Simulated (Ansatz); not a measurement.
A geometry of SrTiO$_{3}$ away from equilibrium: step 2 of the relaxation of a relaxed SrTiO3 cell, doubled along one cell vector, shaken by Gaussian noise of σ = 0.08 Å a coordinate. Level of theory: PBEsol (plane waves to 420 eV, PAW, scalar-relativistic; Ansatz, a quantum-chemistry and plane-wave program). Γ-centred k-mesh 3×6×4 on the run's cell (coarser than for final values), Fermi–Dirac smearing 0.05 eV.

```xyz
10
Lattice="7.9280 0.0104 0.0067 0.0052 3.8883 -0.0068 0.0056 -0.0113 6.5037" Properties=species:S:1:pos:R:3:forces:R:3 pbc="T T T" free_energy=-15287.923 pressure_GPa=0.7
O     -0.0758     1.7801     3.3846    0.5289   -0.1061    0.1426
O      3.9191     2.0597     3.3152    0.5980   -0.8409    0.1904
O      1.9986     0.0590     3.3845   -0.2769    0.8261    0.2761
O      5.8823    -0.0476     3.0173   -0.2225    1.0044   -0.4974
O     -0.0303    -0.0140     3.2679    0.0913   -0.1643    0.0587
O      3.9271    -0.0793     3.1402    0.0252    0.6701   -0.2944
Sr     1.9432     1.7762     0.0429    0.1606   -0.3030    0.0562
Sr     6.0273     1.8233    -0.0171   -0.0555   -0.1311    0.0976
Ti     2.0371     2.1109     3.3229   -1.1409   -0.3574   -0.1439
Ti     5.9528     2.0475     3.2358    0.2918   -0.5978    0.1135
```

Positions in Å, forces in eV/Å, free energy of the cell in eV (comparable only within this code, potentials and settings). Largest force: 1.20 eV/Å, on Ti9 (atoms numbered as listed); the geometry lies 2.56 eV/atom above the end of its relaxation.

No spin polarisation in the result.

The end of the path is a generated cell of SrTiO3: the first start was made by a random draw of sites in a space group, and the end was not matched to a known phase here, so it may be hypothetical. Known forms of SrTiO3 include space group No. 221.
